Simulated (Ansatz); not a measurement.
The elements of this relaxed trial crystal are hidden behind letters.

```
lattice vectors (Å)
   4.3008    0.0000    0.0000
  -2.1504    3.7246    0.0000
   0.0000    0.0000   20.8766
fractional positions
X 0.6667 0.3333 0.1674
X 0.6667 0.3333 0.8303
X 0.3333 0.6667 0.3303
X 0.3333 0.6667 0.6674
Z 0.6667 0.3333 0.5009
Z 0.3333 0.6667 0.0009
Q 0.6667 0.3333 0.2919
Q 0.6667 0.3333 0.6294
Q 0.6667 0.3333 0.9551
Q 0.3333 0.6667 0.1294
Q 0.3333 0.6667 0.4551
Q 0.3333 0.6667 0.7919
```

The calculation used DFT PBE, scalar-relativistic, plane waves, PAW (Ansatz). Cutoff 420 eV, Γ-centred 6×6×2 mesh (12-atom cell), Gaussian smearing of 0.02 eV, no spin polarisation.

- Space group: P6_3mc (No. 186)
- Conventional cell: a = 4.301 Å, c = 20.877 Å
- Volume per atom: 27.87 Å³
- Density: 3.95 g/cm³
- Formation energy: −1.047 eV/atom
- Gap on the 6×6×2 mesh of the 12-atom cell: 1.55 eV

Energies are uncorrected and count from the elements' standard states at the same level.

Problem. X is an s-block element of period 3, Z is a d-block element of period 5 and Q is a p-block element of period 4. Which elements are they?

Solution. X = Mg, Z = Cd, Q = Se, so the formula is Mg2CdSe3. Density times volume gives a mean mass of 3.95 × 27.87/1.6605 = 66.3 u per atom, and this set has 66.3 u. Mg on its first site is surrounded by 4 Se at 2.60–2.61 Å; around Cd lie 4 Se at 2.66–2.68 Å; Se on its first site has 4 Mg at 2.60–2.61 Å; 3 more sites not described. Other sets within the hints have nearly the same mass, so mass alone doesn't settle it; this one was computed.

Kohn–Sham gaps at this level usually fall short of measured ones. A structure relaxed within its symmetry needn't be a true minimum.
